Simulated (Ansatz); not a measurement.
# A short bond in HfOs

```xyz
2
Lattice="3.2390 0.0000 0.0000 0.0000 3.2390 0.0000 0.0000 0.0000 3.2390" Properties=species:S:1:pos:R:3 pbc="T T T"
Hf    0.0000    0.0000    0.0000
Os    1.6195    1.6195    1.6195
```

The cell is entry 1523505 of the Crystallography Open Database, unrelaxed.

Its shortest bond, of 2.805 Å between atom 1 (Hf) and the nearest image of atom 2 (Os), is scaled by moving both atoms along it, with the cell held. The force apart is half the difference of the two atoms' forces along the bond; it holds the pull and push of their other neighbours too.

Level of theory: DFT with PBEsol, scalar-relativistic, in Ansatz 0.2.0; a Γ-centred 9×9×9 k mesh, Fermi–Dirac smearing of 0.05 eV, no spin polarisation. LAPW: all electrons, basis error target 1 meV/atom; PAW: frozen-core files, cutoff 420 eV; norm-conserving: pseudopotentials, cutoff 1007 eV.

Energies are extrapolated to zero smearing and count from the unscaled cell; pressure is positive in compression; gaps take the mesh and a band path. No temperature or zero-point motion is included.

Spin–orbit coupling is left out, which matters for the heavy atoms. The PAW files were made under PBE.

| bond (Å) | force apart (eV/Å) | P LAPW (GPa) | ΔE LAPW (eV/atom) | P PAW − LAPW (GPa) | ΔE PAW − LAPW (meV/atom) | force PAW − LAPW (eV/Å) |
| --- | --- | --- | --- | --- | --- | --- |
| 2.805 | 0.00 | -2.80 | 0.000 | -0.03 | 0.0 | 0.000 |
| 2.468 | 3.06 | 6.07 | 0.227 | -0.01 | 0.1 | 0.004 |
| 2.300 | 6.15 | ? | 0.603 | 0.04 | 0.9 | 0.018 |

Task: What belongs in the row "2.300", column "P LAPW (GPa)"?

Result: 18.08.

Task: At the last bond length, how far does norm-conserving lie from LAPW in pressure and in the largest force component?

Result: norm-conserving: -0.65 GPa, 0.094 eV/Å, on a LAPW pressure of 18.08 GPa.

Task: How do the Löwdin populations by LAPW change from the unscaled cell to the last row, on the two atoms of the bond?

Result: Hf1 5d 3.14 → 3.19 electrons an atom. These are projections on the shells that the free atoms fill; 0.23 e a cell lies outside them at the start and 0.19 e at the end.
